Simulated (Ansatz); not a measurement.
Data sheet: C (DFT)

C:
```xyz
4
Lattice="1.2281 -2.1263 0.0000 1.2281 2.1263 0.0000 0.0000 0.0000 7.1499" Properties=species:S:1:pos:R:3 pbc="T T T"
C      1.2281    -0.3544     5.3632
C      1.2281     0.3544     1.7867
C      1.2281    -1.7719     5.3632
C      1.2281     1.7719     1.7867
```

Space group Fmmm (No. 69); conventional cell a = 2.456 Å, b = 4.253 Å, c = 7.150 Å, α = β = γ = 90.00°.

Method: r²SCAN in the plane-wave PAW code Ansatz. Structure relaxed to zero pressure with the same functional. Other levels are named where they apply.

### Cell and energy

```yaml
volume_per_atom: 9.34 Å³
density: 2.14 g/cm³
```

### Electronic structure

```yaml
electronic_character: no gap, with almost no states at the Fermi level (zero-gap or semimetallic)
Density of states at the Fermi level: 0.00 states/eV per atom (mean over ±0.08 eV)
```

The first step of the workflow began from a Materials Project structure, measured or hypothetical; the Crystallography Open Database files this formula in space group No. 69, but the cells were not matched. It is not the phase usual at ambient conditions (space group No. 194, 227). Symmetry was held in the r²SCAN relaxation; its stability against distortions is not shown here. A crystal of weakly bound layers computed without a dispersion correction: the cell and the soft elastic constants depend strongly on that. Point labels and valley counts follow the cell and symmetry of the run, lower than the named group.

Potentials: the later of the program's two PAW sets.
